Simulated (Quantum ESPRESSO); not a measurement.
# Convergence of NMR parameters in AlAs

```yaml
crystal:
  lattice:
    - [0.00000, 2.83790, 2.83790]
    - [2.83790, 0.00000, 2.83790]
    - [2.83790, 2.83790, 0.00000]
  atoms:
    - { symbol: Al, position: [0.00000, 0.00000, 0.00000] }
    - { symbol: As, position: [0.75000, 0.75000, 0.75000] }
```
The cell comes from the Materials Project (a computed structure). It is AlAs in F-43m. Stability against distortions was not tested.

Method: σ by PBE GIPAW on JTH datasets (Quantum ESPRESSO, modified build). The cutoff rises from row to row, with the meshes as listed. Costs are rough, from a shared machine. Shieldings are absolute and leave out the bulk-susceptibility term; a larger σ means a smaller chemical shift. No d partial waves on Al: the paramagnetic term there is incompletely reconstructed. The structure is static (0 K, no zero-point motion).

```tsv
setting	cutoff (Ha)	k-mesh	σ_iso Al (ppm)	σ_iso As (ppm)	f-sum rule missed by (%)	rough cost ratio
A	8	4×4×4 through Γ	182.0	-2234.5	16	about 1
B	10	5×5×5 shifted	393.2	1217.5	0.03	3
C	20	8×8×8 shifted	395.9	1564.4	0.00	10
D	30	11×11×11 shifted	395.8	1565.1	0.00	50
```

Largest change from the last row but one to the last: σ_iso As (ppm) by 0.8.
